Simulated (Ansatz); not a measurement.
A distorted cell of GaN (wurtzite):

```
CELL_PARAMETERS angstrom
      3.21838     0.00000     0.00000
     -1.60919     2.78720     0.00000
      0.00000     0.00000     5.24320
ATOMIC_POSITIONS crystal
  Ga 0.66493 0.32986 0.00096
  Ga 0.33507 0.67014 0.50096
  N  0.65590 0.31181 0.62424
  N  0.34410 0.68819 0.12424
```

Method: PBE (plane waves to 420 eV, PAW, scalar-relativistic; Ansatz, a quantum-chemistry and plane-wave program). k mesh 12×12×6 (Γ-centred), Fermi-Dirac smearing 0.05 eV. Stress and pressure are positive under compression. GaN was relaxed with its symmetry unable to fall.

Task: Predict the force on every atom, in eV/Å.

Result: 
| atom | Fx | Fy | Fz |
|---|---|---|---|
| Ga1 | 0.000 | 0.811 | -0.071 |
| Ga2 | 0.000 | -0.811 | -0.071 |
| N3 | 0.000 | 0.994 | 0.071 |
| N4 | 0.000 | -0.994 | 0.071 |

Task: What is the stress tensor (GPa)?

Result: 
```
   -3.5      0.0      0.0
    0.0      4.9      0.0
    0.0      0.0      0.2
```
The pressure, a third of the trace, is 0.6 GPa.

(A displaced cell: forces are minus the slopes of the energy, force constants its curvatures, and phonons follow from these.)
